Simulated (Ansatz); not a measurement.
A 3-atom cell of CdF2 started from a crystallographic database, relaxed with r2SCAN+rVV10: 13 runs in Ansatz, each a construction of maximally localised Wannier functions. It is cubic, Fm-3m (No. 225); conventional cell a = 5.365 Å, 12.87 Å³ an atom. Cd has 8 F at 2.32 Å; F has 4 Cd at 2.32 Å. The values are computed, spin-unpolarised, and not measurements.

```
CELL_PARAMETERS angstrom
0.00000 2.68258 2.68258
2.68258 0.00000 2.68258
2.68258 2.68258 0.00000
ATOMIC_POSITIONS crystal
Cd 0.00000 0.00000 0.00000
F 0.25000 0.25000 0.25000
F 0.75000 0.75000 0.75000
```

Windows count from the top of the filled bands; a dash means that no such window was set (without an outer window there is no disentanglement). Rows marked drawn have settings drawn at random (some not listed).

| functional | SCF mesh | trial orbitals | functions | mesh | window (eV) | frozen (eV) | settings | Ω total (Å²) | Ω invariant (Å²) | largest spread (Å²) | least projectability | interpolation miss of the model's filled bands (eV, to the nearest computed level) |
| --- | --- | --- | --- | --- | --- | --- | --- | --- | --- | --- | --- | --- |
| PBE | 6×6×6 | F s, F p | 8 | 6×6×6 | – | – | chosen | 9.41 | 9.03 | 1.18 | 0.61 | 0.009 |
| PBE | 6×6×6 | F s, F p | 8 | 4×4×4 | – | – | chosen | 8.61 | 8.14 | 1.08 | 0.61 | 0.047 |
| PBE | 6×6×6 | F s, F p | 8 | 8×8×8 | – | – | chosen | 9.71 | 9.39 | 1.21 | 0.61 | 0.002 |
| PBE | 6×6×6 | Cd d, F p | 11 | 6×6×6 | – | – | chosen | 6.68 | 6.58 | 0.65 | 0.91 | 0.005 |
| PBE | 6×6×6 | Cd d | 5 | 6×6×6 | – | – | chosen | 7.66 | 7.40 | 1.59 | 0.65 | 0.016 |
| r2SCAN | 6×6×6 | F p | 6 | 6×6×6 | – | – | chosen | 9.23 | 9.00 | 1.54 | 0.63 | 0.009 |
| HSE06 | 6×6×6 | F s, F p | 8 | 6×6×6 | – | – | chosen | 8.52 | 8.17 | 1.07 | 0.66 | – |
| PBE | 6×6×6 | F p | 6 | 5×5×5 | – | – | drawn | 9.17 | 8.92 | 1.53 | 0.64 | 0.043 |
| PBE | 6×6×6 | Cd d | 5 | 6×6×6 | -8.5 to +6.4 | – | drawn | 2.73 | 2.73 | 0.55 | 0.94 | 0.370 |

**Question.** Estimate from these rows what the further settings give.
```json
{"functional": "PBE", "SCF mesh": "6×6×6", "trial orbitals": "F p", "functions": "6", "mesh": "6×6×6", "window (eV)": "–", "frozen (eV)": "–", "settings": "chosen"}
{"functional": "HSE06", "SCF mesh": "6×6×6", "trial orbitals": "Cd d, F p", "functions": "11", "mesh": "6×6×6", "window (eV)": "–", "frozen (eV)": "–", "settings": "chosen"}
{"functional": "r2SCAN", "SCF mesh": "6×6×6", "trial orbitals": "Cd d", "functions": "5", "mesh": "6×6×6", "window (eV)": "–", "frozen (eV)": "–", "settings": "chosen"}
{"functional": "r2SCAN", "SCF mesh": "6×6×6", "trial orbitals": "F s, F p", "functions": "8", "mesh": "6×6×6", "window (eV)": "–", "frozen (eV)": "–", "settings": "chosen"}
```

**Answer.**

| functional | SCF mesh | trial orbitals | functions | mesh | window (eV) | frozen (eV) | settings | Ω total (Å²) | Ω invariant (Å²) | largest spread (Å²) | least projectability | interpolation miss of the model's filled bands (eV, to the nearest computed level) |
| --- | --- | --- | --- | --- | --- | --- | --- | --- | --- | --- | --- | --- |
| PBE | 6×6×6 | F p | 6 | 6×6×6 | – | – | chosen | 9.46 | 9.23 | 1.58 | 0.61 | 0.009 |
| HSE06 | 6×6×6 | Cd d, F p | 11 | 6×6×6 | – | – | chosen | 6.40 | 6.33 | 0.62 | 0.92 | – |
| r2SCAN | 6×6×6 | Cd d | 5 | 6×6×6 | – | – | chosen | 7.54 | 7.29 | 1.58 | 0.67 | 0.016 |
| r2SCAN | 6×6×6 | F s, F p | 8 | 6×6×6 | – | – | chosen | 9.17 | 8.79 | 1.15 | 0.63 | 0.008 |

1 of the rows take their functions from a window without a frozen part or with a poor projection: such a subspace needn't follow the bands named, so its spread can't be set beside the others.

A dash in the last column means that the miss wasn't evaluated.

For F s, F p with PBE the spread goes 8.61 Å² (4×4×4), 9.41 Å² (6×6×6), 9.71 Å² (8×8×8): finite differences on a coarse mesh understate it.

The runs are scalar-relativistic, without spin-orbit coupling.
